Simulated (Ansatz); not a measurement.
Vibrational response of Ta$_{2}$C at 10 GPa

Method: DFT LDA, scalar-relativistic, plane waves, PAW (Ansatz). Cutoff 420 eV, 18×18×10 k-points (Γ-centred), Fermi-Dirac smearing of 0.15 eV. No spin polarisation. Phonons by linear response, acoustic sum rule imposed.

The cell, relaxed at 10 GPa:
```yaml
crystal:
  lattice:
    - [3.04275, 0.00000, 0.00000]
    - [-1.52138, 2.63510, 0.00000]
    - [0.00000, 0.00000, 4.83583]
  atoms:
    - { symbol: Ta, position: [0.33333, 0.66667, 0.25492] }
    - { symbol: Ta, position: [0.66667, 0.33333, 0.74508] }
    - { symbol: C, position: [0.00000, 0.00000, 0.00000] }
```

In a metal, frequencies and elastic constants depend on the k mesh and the smearing, soft modes and shear constants most. Spin–orbit coupling is left out, which can shift energies with elements as heavy as these. Other phases may be more stable at this pressure.

Optical modes at Γ; i marks an imaginary frequency:
```tsv
frequency (cm⁻¹)	degeneracy
137	2
232	1
684	1
700	2
```

All 6 optical modes at Γ are real: no displacement of atoms at fixed cell lowers the energy to second order. Strains and modes at other wave vectors aren't tested by this run.

Cost: 1 run of about 5.3 core-minutes, on Arm Neoverse V1 (shared hosts).